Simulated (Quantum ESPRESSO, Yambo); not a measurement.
## CdZnS$_{2}$: DFT and GW levels

```cif
data_CdS2Zn
_chemical_formula_sum 'S2 Zn1 Cd1'
_space_group_name_H-M_alt 'P-4m2'
_space_group_IT_number 115
_space_group_name_Hall 'P -4 -2'
_cell_length_a 3.92812
_cell_length_b 3.92812
_cell_length_c 5.65245
_cell_angle_alpha 90.000
_cell_angle_beta 90.000
_cell_angle_gamma 90.000
loop_
_atom_site_label
_atom_site_type_symbol
_atom_site_symmetry_multiplicity
_atom_site_Wyckoff_symbol
_atom_site_fract_x
_atom_site_fract_y
_atom_site_fract_z
_atom_site_occupancy
S1 S 2 g 0.50000 0.00000 0.27543 1
Zn1 Zn 1 d 0.00000 0.00000 0.50000 1
Cd1 Cd 1 b 0.50000 0.50000 0.00000 1
```

Cell and atoms were relaxed with PBEsol from Materials Project entry mp-971712, within its symmetry.

Starting point: norm-conserving PBEsol (Quantum ESPRESSO, 102 Ry, without SOC). G0W0 in Yambo: 4×4×2 Γ-centred k mesh, bands 9 to 173 and a 8 Ry block in the screening, 173 bands in G with the Bruneval-Gonze terminator, plasmon pole fitted at 27.2 eV.

```json
{
 "PBEsol gap along the band path": "1.38 eV",
 "PBEsol gap between the mesh's edge points (Γ → Γ)": "1.38 eV",
 "G0W0 gap between the same points": "2.60 eV"
}
```

```
k point  band  E PBEsol (eV)  E QP (eV)  shift (eV)     Z
-------  ----  -------------  ---------  ----------  ----
Γ          VB           0.00      -0.86       -0.86  0.79
Γ          CB           1.38       1.74        0.36  0.81
Z          VB          -0.91      -1.80       -0.90  0.79
Z          CB           3.81       4.19        0.39  0.80
X          VB          -0.66      -1.55       -0.88  0.79
X          CB           4.19       4.69        0.50  0.81
R          VB          -0.61      -1.49       -0.88  0.79
R          CB           2.88       3.29        0.41  0.82
M          VB          -2.04      -2.96       -0.92  0.78
M          CB           3.23       3.47        0.24  0.82
A          VB          -2.49      -3.49       -1.01  0.78
A          CB           5.37       5.62        0.25  0.81
```

Energies count from the PBEsol valence-band maximum.

Nearest settings tried, and what they do to the gap: 114 bands in W, 114 bands in G: +16 meV; 3 Ry block (51 vectors against 237): -156 meV; 2×2×2 mesh: -109 meV. So the settings aren't converged at that level.

Spin-orbit splittings are left out.

The structure is a Materials Project entry; no match was found in the copy of COD used, and its stability was not checked.
